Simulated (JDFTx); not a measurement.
An input for JDFTx (a modified build) (Pt(110), CANDLE, water, 1 M NaF; bohr, hartree) and the course of its log:

```
lattice \
  7.4514735683 0.0000000000 0.0000000000 \
  0.0000000000 5.2689874820 0.0000000000 \
  0.0000000000 0.0000000000 46.4872626658
coords-type Lattice
ion Pt 0.0000000000 0.0000000000 -0.1093756192 0
ion Pt 0.5000000000 0.5000000000 -0.0566713030 0
ion Pt 0.0000000000 0.0000000000 0.0000000000 0
ion Pt 0.5000000000 0.5000000000 0.0566713030 0
ion Pt 0.0000000000 0.0000000000 0.1093756192 0
ion-species pseudo/pt_pbe_v1.4.upf
elec-cutoff 20 100
elec-ex-corr gga-PBE
coulomb-interaction Slab 001
coulomb-truncation-embed 0 0 0
kpoint-folding 6 8 1
elec-smearing Fermi 0.01
elec-n-bands 53
target-mu -0.172354
electronic-scf nIterations 100 energyDiffThreshold 1e-07
fluid LinearPCM
pcm-variant CANDLE
fluid-solvent H2O
fluid-cation Na+ 1
fluid-anion F- 1
fluid-minimize nIterations 400 knormThreshold 1e-12
wavefunction read f0.wfns
elec-initial-eigenvals f0.eigenvals
elec-initial-fillings read f0.fillings
fluid-initial-state f0.fluidState
dump-name f0_u0.$VAR
dump End State Ecomponents EigStats BandEigs Forces ElecDensity IonicPositions Fillings Kpoints Dtot FluidDebug BoundCharge FluidDensity
```

```
[one cycle in 5 is shown, and the last three; fluid-solver lines are left out]
	FillingsUpdate:  mu: -0.172354000  nElectrons: 81.443982
SCF: Cycle:  0   G: -430.527618472293454   dG: +4.043e-01   |Residual|: 1.087e-01   |deigs|: 2.065e-05
	FillingsUpdate:  mu: -0.172354000  nElectrons: 80.242339
SCF: Cycle:  5   G: -430.925705131445227   dG: -9.912e-03   |Residual|: 1.501e-02   |deigs|: 6.507e-04
	FillingsUpdate:  mu: -0.172354000  nElectrons: 80.271494
SCF: Cycle: 10   G: -430.923403814412211   dG: -1.496e-03   |Residual|: 1.829e-02   |deigs|: 7.272e-04
	FillingsUpdate:  mu: -0.172354000  nElectrons: 81.359963
SCF: Cycle: 15   G: -430.573334968696372   dG: -1.562e-01   |Residual|: 1.020e-01   |deigs|: 1.656e-03
	FillingsUpdate:  mu: -0.172354000  nElectrons: 81.016558
SCF: Cycle: 20   G: -430.742245438842474   dG: -1.329e-02   |Residual|: 7.518e-02   |deigs|: 2.581e-04
	FillingsUpdate:  mu: -0.172354000  nElectrons: 81.257522
SCF: Cycle: 25   G: -430.629903445023842   dG: +6.764e-02   |Residual|: 9.418e-02   |deigs|: 7.859e-04
	FillingsUpdate:  mu: -0.172354000  nElectrons: 80.862552
SCF: Cycle: 30   G: -430.802420938255864   dG: -1.131e-02   |Residual|: 6.281e-02   |deigs|: 7.451e-04
	FillingsUpdate:  mu: -0.172354000  nElectrons: 81.657692
SCF: Cycle: 35   G: -430.459644913437842   dG: -4.242e-01   |Residual|: 1.138e-01   |deigs|: 4.011e-03
	FillingsUpdate:  mu: -0.172354000  nElectrons: 81.287118
SCF: Cycle: 40   G: -430.661779848682727   dG: +5.620e-02   |Residual|: 8.696e-02   |deigs|: 1.096e-03
	FillingsUpdate:  mu: -0.172354000  nElectrons: 80.929516
SCF: Cycle: 45   G: -430.781704569989074   dG: -3.013e-01   |Residual|: 6.725e-02   |deigs|: 4.452e-03
	FillingsUpdate:  mu: -0.172354000  nElectrons: 81.699995
SCF: Cycle: 50   G: -430.445640250911936   dG: +1.124e-02   |Residual|: 1.148e-01   |deigs|: 1.811e-04
	FillingsUpdate:  mu: -0.172354000  nElectrons: 81.470468
SCF: Cycle: 55   G: -430.591519269027856   dG: -1.088e-01   |Residual|: 9.459e-02   |deigs|: 1.212e-03
	FillingsUpdate:  mu: -0.172354000  nElectrons: 80.858071
SCF: Cycle: 60   G: -430.809072976428013   dG: -1.089e-01   |Residual|: 6.111e-02   |deigs|: 1.710e-03
	FillingsUpdate:  mu: -0.172354000  nElectrons: 81.414695
SCF: Cycle: 65   G: -430.607530123186336   dG: +2.647e-02   |Residual|: 9.499e-02   |deigs|: 8.939e-04
	FillingsUpdate:  mu: -0.172354000  nElectrons: 80.961280
SCF: Cycle: 70   G: -430.796426376265288   dG: -2.439e-01   |Residual|: 6.267e-02   |deigs|: 3.557e-03
	FillingsUpdate:  mu: -0.172354000  nElectrons: 80.645882
SCF: Cycle: 75   G: -430.873229959600849   dG: -1.857e-02   |Residual|: 4.269e-02   |deigs|: 6.539e-04
	FillingsUpdate:  mu: -0.172354000  nElectrons: 81.500476
SCF: Cycle: 80   G: -430.574411632884051   dG: +8.672e-02   |Residual|: 9.863e-02   |deigs|: 9.406e-04
	FillingsUpdate:  mu: -0.172354000  nElectrons: 81.204826
SCF: Cycle: 85   G: -430.726145060566580   dG: -1.671e-02   |Residual|: 7.331e-02   |deigs|: 3.399e-04
	FillingsUpdate:  mu: -0.172354000  nElectrons: 80.611951
SCF: Cycle: 90   G: -430.906463011630592   dG: -7.412e-02   |Residual|: 2.660e-02   |deigs|: 1.738e-03
	FillingsUpdate:  mu: -0.172354000  nElectrons: 80.254876
SCF: Cycle: 95   G: -430.933291792839498   dG: -1.111e-03   |Residual|: 1.338e-03   |deigs|: 5.981e-04
	FillingsUpdate:  mu: -0.172354000  nElectrons: 80.298008
SCF: Cycle: 97   G: -430.933204714308999   dG: +6.664e-06   |Residual|: 2.095e-03   |deigs|: 2.903e-04
	FillingsUpdate:  mu: -0.172354000  nElectrons: 80.295515
SCF: Cycle: 98   G: -430.933233132630050   dG: -2.842e-05   |Residual|: 1.902e-03   |deigs|: 2.528e-04
	FillingsUpdate:  mu: -0.172354000  nElectrons: 80.269002
SCF: Cycle: 99   G: -430.933358797024823   dG: -1.257e-04   |Residual|: 1.918e-04   |deigs|: 2.632e-04
SCF: None of the convergence criteria satisfied after 100 iterations.
IonicMinimize: Iter:   0  G: -430.933358797024823  |grad|_K:  0.000e+00
IonicMinimize: Converged (|grad|_K<1.000000e-04).
```

This run gave no converged result. The electronic loop ended without meeting its threshold, so the last energy, electron count and forces aren't results.
